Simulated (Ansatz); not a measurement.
Here is the system:

Ta2O5:
```
Ta2O5
1.0
    3.83858     0.00000     0.00000
    0.00000     3.85726     0.00000
   -1.91721     0.00000     6.51428
Ta O
2 5
Direct
  0.64583   0.00000   0.79157
  0.35417   0.00000   0.20843
  0.64975   0.50000   0.79895
  0.35025   0.50000   0.20105
  0.18518   0.00000   0.87020
  0.81482   0.00000   0.12980
  0.50000   0.00000   0.50000
```

This is the r²SCAN-relaxed structure. Cartesian axes are those of the cell as given.

Task: All from plane-wave PAW r²SCAN (Ansatz code), unless another level is named. Give the electronic dielectric constant ε∞ (DFPT).

Result: 4.32 (xx), 5.92 (yy), 4.36 (zz).

Task: And the Born charges (a third of the trace)?

Result: Ta +7.85, O -3.40 to -2.87 e.

Task: Next, the Bader charges?

Result: Ta +3.08, O -1.28 to -1.20 e.

Space group Cmmm. The first step of the workflow began from a Materials Project structure, measured or hypothetical; the Crystallography Open Database copy checked does not list it. COD files the formula under space group No. 49. Whether it is the stable phase at ambient conditions was not checked. Symmetry was held in the r²SCAN relaxation; phonons show weakly imaginary modes. No spin polarisation was allowed. Scalar-relativistic: spin–orbit coupling is off unless named, which matters more the heavier the elements.

Potentials: the earlier of the program's two PAW sets.
